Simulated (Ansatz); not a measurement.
The start is a randomly generated symmetric cell of MgO (space group No. 76). The structure is fully relaxed (lattice and positions, P = 0) with PBE (plane waves to 420 eV, PAW, scalar-relativistic; Ansatz, a quantum-chemistry and plane-wave program). The first steps use a coarse 10×10×2 k-mesh.

Starting cell:
```
MgO
1.0
    2.33328     0.00000     0.00000
    0.00000     2.33328     0.00000
    0.00000     0.00000    20.40149
Mg O
4 4
Direct
  0.05154   0.42479   0.65150
  0.94846   0.57521   0.15150
  0.57521   0.05154   0.90150
  0.42479   0.94846   0.40150
  0.00247   0.98236   0.98239
  0.99753   0.01764   0.48239
  0.01764   0.00247   0.23239
  0.98236   0.99753   0.73239
```

Task: By how much does the energy per atom fall from start to end?

Result: 3.41 eV/atom.

Task: How does the volume change?

Result: -30.7 %, from 13.88 to 9.63 Å³/atom.

Task: How do the shortest distances between atoms change?

Result: The closest pairs of elements (up to four, under 3.6 Å), start → end: Mg–O 1.93 → 2.13 Å; Mg–Mg 2.33 → 3.01 Å; O–O 2.33 → 3.01 Å.

Task: Is the relaxed structure metallic? Give its gap.

Result: 4.46 eV, direct at Γ (no spin-orbit coupling).

Task: Give the final cell and atomic positions.

Result: 
Space group Fm-3m (No. 225); a = b = c = 4.254 Å, α = β = γ = 90.00°

```csv
atom,site,symmetry,x,y,z
Mg,4a,m-3m,0.0000,0.0000,0.0000
O,4b,m-3m,0.5000,0.5000,0.5000
```
(The calculation used a cell of 2 atoms; values per cell refer to that cell.)

Final values are on a 13×13×13 k-mesh of the relaxed cell. No spin polarisation in the result.

The run could not lose the symmetry of its start.
